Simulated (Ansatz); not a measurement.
PtSe₂ in Ansatz, settings compared

The input file (Ansatz 0.2.0, plane waves):

```yaml
crystal:
  lattice:
    - [3.785718, 0.0, 0.0]
    - [-1.892859, 3.278529, 0.0]
    - [0.0, 0.0, 5.10947]
  atoms:
    - { symbol: Se, position: [0.3333, 0.6667, 0.255] }
    - { symbol: Se, position: [0.6667, 0.3333, 0.745] }
    - { symbol: Pt, position: [0.0, 0.0, 0.0] }
  symmetry: { tolerance: 0.0003 }
kpoints:
  mp_grid: { grid: [6, 6, 4], shift: [0, 0, 0] }
magnetization:
  spin_polarized: false
scf:
  occupations: { method: fermi_dirac }
hamiltonian:
  pseudopotentials: { kind: paw }
  xc: pbe
basis:
  ecutwfc: 420
output:
  forces: true
  stress: true
  eigenvalues: true
  write_density: true
  write_potential: true
  elf: true
  volumetric_format: npy
```

Run with:

```bash
ansatz run input.yaml --threads 1 --pin off --max-ram 2560MiB --backend cpu --events-out ev --progress --plain --runs-dir out
```

Origin of the cell: a database entry, scaled a little.

The smearing width isn't typed, so it takes its default of 0.1 eV.

Output of this run (shortened):

```
Warning: the atoms were moved onto the symmetric positions of the space group found under crystal.symmetry.tolerance 3.0e-4 (fractional; no operation is sought that the atoms, as they stand i […]
Pseudopotentials: kind: paw
Pseudopotential: Se, paw, valence charge 16, recommended cutoff 420 eV (normal), Se.paw.azcp
Pseudopotential: Pt, paw, valence charge 18, recommended cutoff 420 eV (normal), Pt.paw.azcp
Functional definition: PBE
  exchange = pbe_x(kappa = kappa, mu = beta*pi^2/3)
  correlation = pbe_c(beta = beta)
Crystal: 3 atoms, lattice volume = 63.417 Å³
Basis set: ecut = 420 eV, 1253 PW (Γ), exchange–correlation on 54×54×72 points (8 copies of the dense FFT grid, shifted against one another)
Bands: 30, of which v1, the nominal top of the filled ones, is band 25 counted from 1 (24 counted from 0)
Symmetry: 12 space group operations
Space group: P-3m1 (ITA 164), of the structure as read, at distance tolerance 1.2e-3 Å
[… 5 lines left out …]
Initial density: superposition of atomic densities (neutral atoms: chi_scale 0, normalization atom), corrected by the library's trained network
Functional: x = pbe(κ = 0.804, μ = 0.219515), c = pbe(β = 0.066725)
SCF iter   1: F=—  HF=-23462.333521 eV  Δρ=2.16e-3  dr2=2.07e-3
SCF iter   2: F=—  HF=-23462.335772 eV  Δρ=1.08e-3  dr2=1.09e-3
SCF iter   3: F=—  HF=-23462.335577 eV  Δρ=2.44e-4  dr2=3.68e-5
SCF iter   4: F=—  HF=-23462.335557 eV  Δρ=2.83e-5  dr2=2.22e-7
SCF iter   5: F=-23462.335557 eV  HF=-23462.335557 eV  Δρ=4.51e-6  dr2=1.45e-8
SCF iter   6: F=-23462.335557 eV  HF=-23462.335557 eV  Δρ=1.66e-6  dr2=2.67e-9
SCF 1 converged in 6 iterations: F = -23462.335557 eV  dr2 = 2.67e-9
SCF converged after 6 iterations
Free energy (F): -23462.335557 eV
Harris-Foulkes:  -23462.335557 eV  (|F-HF|=2.47e-10)
Internal energy: -23462.312597 eV  (E = F + TS)
E sigma→0 (E₀):  -23462.324077 eV
Entropy (-TS):   -0.022960 eV (-7.653 meV/atom)
Fermi energy:    12.393329 eV
--- Per-component energies (eV) ---
  E_band       = -991.821495
  E_kinetic    = 872.334741
  E_local      = -6849.643127  (includes V_loc(G=0)·N_el)
  E_nonlocal   = -990.055419
  E_hartree    = 3163.914747
  E_xc         = -469.634170
  E_vxc        = -498.511485  (∫ρ·V_xc dr)
  E_paw        = -13278.123734  (= ΣΔE_a)
  E_vpaw       = 146.226232  (= ΣTr[D̂ρ^β])
  E_aug_tail   = -0.001003  (compensation charges beyond the density's cutoff)
  E_ewald      = -5911.104631
  E_smearing   = -0.022960  (= −TS)
  Σ components = -23462.335557   (vs F -23462.335557, Δ=0.00e0)
--- Forces (eV/Å), atoms counted from 1 ---
  atom   1  Se    -0.000000     0.000000    -0.171827
  atom   2  Se     0.000000    -0.000000     0.171827
  atom   3  Pt    -0.000000     0.000000     0.000000
  max |Σ_I F_I| component: 0.0 eV/Å
--- Stress (GPa, compression-positive) ---
        0.200793      -0.000000       0.000000
        0.000000       0.200793       0.000000
        0.000000       0.000000       0.112122
  P = ⅓ Tr σ = 0.1712 GPa (1.712 kbar)
```

The same input was run again with these changes:

1. `scf.occupations.method` fermi_dirac → gaussian; `scf.occupations.width` default → 0.3
2. `scf.mixing.algorithm` default → msr1; `scf.mixing.beta` default → 0.2; `hamiltonian.dispersion` default → d4; typed moments: none
3. `scf.mixing.algorithm` default → anderson; `scf.mixing.beta` default → 0.5; `scf.mixing.ndim` default → 4; `kpoints.mp_grid.grid` [6, 6, 4] → [3, 3, 2]; `basis.ecutrho_ratio` default → 12
4. `kpoints.mp_grid.shift` [0, 0, 0] → [0.5, 0.5, 0.5]

| run | end | SCF iterations | P (GPa) | max force component (eV/Å) | gap on mesh (eV) | moment (μB) | ΔE(σ→0) (meV/atom) |
| --- | --- | --- | --- | --- | --- | --- | --- |
| base | converged | 6 | 0.17 | 0.172 | none | – | 0 |
| 1 | converged | 6 | 0.17 | 0.169 | – | – | -0.26 |
| 2 | converged | 6 | -3.27 | 0.138 | none | – | – |
| 3 | converged | 5 | -0.03 | 0.322 | none | – | -26.24 |
| 4 | converged | 6 | 0.17 | 0.182 | none | – | 0.45 |

Energies are compared only where functional, datasets, charge and starting cell are the same.

Not properties of the system: run 3 (too coarse or loose: `kpoints.mp_grid.grid` = [3, 3, 2]).

Caveats of the base run: no moments, though an odd count or open d shells may carry them; no spin-orbit coupling, though heavy elements are present; the k mesh is coarse if the cell is a metal.

Run 1: wide smearing.
Run 4: the k mesh keeps only part of the crystal's symmetry.

The base run ran for 2.4 s on 1 thread of AMD EPYC 7B13 (Zen 3), with other jobs on the host, peak memory 0.41 GiB, from the program's own first density.
